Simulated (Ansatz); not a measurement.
ZrO2:
```cif
data_O8Zr4
_chemical_formula_sum 'Zr4 O8'
_space_group_name_H-M_alt 'Pnma'
_space_group_IT_number 62
_space_group_name_Hall '-P 2ac 2n'
_cell_length_a 7.67455
_cell_length_b 3.44666
_cell_length_c 5.41854
_cell_angle_alpha 90.000
_cell_angle_beta 90.000
_cell_angle_gamma 90.000
loop_
_atom_site_label
_atom_site_type_symbol
_atom_site_symmetry_multiplicity
_atom_site_Wyckoff_symbol
_atom_site_fract_x
_atom_site_fract_y
_atom_site_fract_z
_atom_site_occupancy
Zr1 Zr 4 c 0.33069 0.25000 0.35547 1
O1 O 4 c 0.10994 0.25000 0.10810 1
O2 O 4 c 0.14356 0.25000 0.62992 1
```

Relaxed with r²SCAN. 

Task: HSE06 on this cell (Ansatz, an electronic-structure program, PAW) gives a gap of 5.80 eV. What does r²SCAN give?

Result: 4.68 eV.

Cost on shared cores: the r²SCAN run (SCF on a 4×8×5 mesh, then bands and DOS) around 7 core-minutes (rough), the HSE06 run (SCF on 2×5×3, then a few points) very roughly 3 core-minutes; the tasks are unlike.

The workflow started from a Materials Project entry (that database holds measured and hypothetical structures alike); the Crystallography Open Database copy checked does not list it. It is not the phase usual at ambient conditions (space group No. 14). The r²SCAN relaxation kept the symmetry of its start; whether a distortion lowers the energy is not shown. No spin polarisation was allowed. Scalar-relativistic: spin–orbit coupling is off unless named, which matters more the heavier the elements.

Potentials: the later of the program's two PAW sets.

Ansatz is a plane-wave DFT program.
